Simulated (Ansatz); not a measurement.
**Kick test of a cell of AgPtC2N2**

The cell was found from a structure generator's guess, not taken from experiment.

These are results of DFT PBE, scalar-relativistic, plane waves, PAW in Ansatz, not measurements. Settings: cutoff 420 eV, Γ-centred mesh 14×14×14 on the computed 6-atom cell, Gaussian smearing of 0.10 eV; no spin polarisation.

The cell below (6 atoms, space group Immm (No. 71)) is relaxed within its symmetry.

```yaml
crystal:
  lattice:
    - [-1.52919, 2.79460, 5.13045]
    - [1.52919, -2.79460, 5.13045]
    - [1.52919, 2.79460, -5.13045]
  atoms:
    - { symbol: Ag, position: [0.00000, 0.00000, 0.00000] }
    - { symbol: Pt, position: [0.50000, 0.50000, 0.00000] }
    - { symbol: C, position: [0.80217, 0.80217, 0.00000] }
    - { symbol: C, position: [0.19783, 0.19783, 0.00000] }
    - { symbol: N, position: [0.68884, 0.68884, 0.00000] }
    - { symbol: N, position: [0.31116, 0.31116, 0.00000] }
```

For the test a repeat of it with 12 atoms (edges 6.04, 6.04, 6.12 Å) was strained at random (σ = 1.5 % a component), the atoms were moved at random (σ = 0.15 Å), and all was relaxed again on a coarse 4×4×4 mesh (in the run’s order of axes) with 0.20 eV smearing, with no symmetry imposed.

Spin–orbit coupling, which can matter for Pt, is left out. The cell is a metal run without spin; a magnetic state may lie lower.

Task: Does it come back?

Result: It returns, within 1 meV/atom of the unmoved cell on that mesh and with the same symmetry when read at 0.1 Å (P-1 at 0.01 Å, so small strains and shifts remain). No instability shows in this cell; modes of other wave vectors, which need another repeat, aren't tested.
